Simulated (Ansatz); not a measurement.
AgI (wurtzite)

Space group P6₃mc (No. 186); a = 4.6852 Å, b = 4.6852 Å, c = 7.6621 Å, α = 90.00°, β = 90.00°, γ = 120.00°

| atom | site | symmetry | x | y | z |
|---|---|---|---|---|---|
| Ag | 2b | 3m. | 0.6667 | 0.3333 | 0.0000 |
| I | 2b | 3m. | 0.3333 | 0.6667 | 0.1252 |

Two coordinates are scanned: the volume, and the ratio of the stretch along z (the conventional c axis) to the stretch across it. Atoms keep their fractional coordinates.

Level of theory: PBE (plane waves to 420 eV, PAW, scalar-relativistic; Ansatz, an electronic-structure program). k mesh 8×8×5 (Γ-centred), Fermi-Dirac smearing 0.05 eV. The energy includes the smearing's −TS. As the atoms are clamped, bonds stretch with the cell, which overstates energies and stresses. AgI was relaxed with its symmetry unable to fall. Spin-orbit coupling is left out, though I is heavy. ΔE is measured from the relaxed starting cell.

```tsv
ΔE (kJ/mol of atoms)	V/V₀ = 0.960	V/V₀ = 0.980	V/V₀ = 1.000	V/V₀ = 1.020	V/V₀ = 1.040
(c/a)/(c/a)₀ = 0.920	3.20	2.62	?	2.23	2.37
(c/a)/(c/a)₀ = 0.960	1.11	0.69	0.52	0.59	0.86
(c/a)/(c/a)₀ = 1.000	0.50	0.12	0.00	0.11	0.42
(c/a)/(c/a)₀ = 1.040	1.00	0.59	?	0.51	0.79
(c/a)/(c/a)₀ = 1.080	2.38	1.86	1.61	1.60	1.79
```

Task: Some entries are withheld; supply them.

Result: 
- (c/a)/(c/a)₀ = 0.920, V/V₀ = 1.000: 2.31
- (c/a)/(c/a)₀ = 1.040, V/V₀ = 1.000: 0.44

(A scan under strain: stresses follow from slopes of the energy per volume, elastic moduli from its curvatures.)
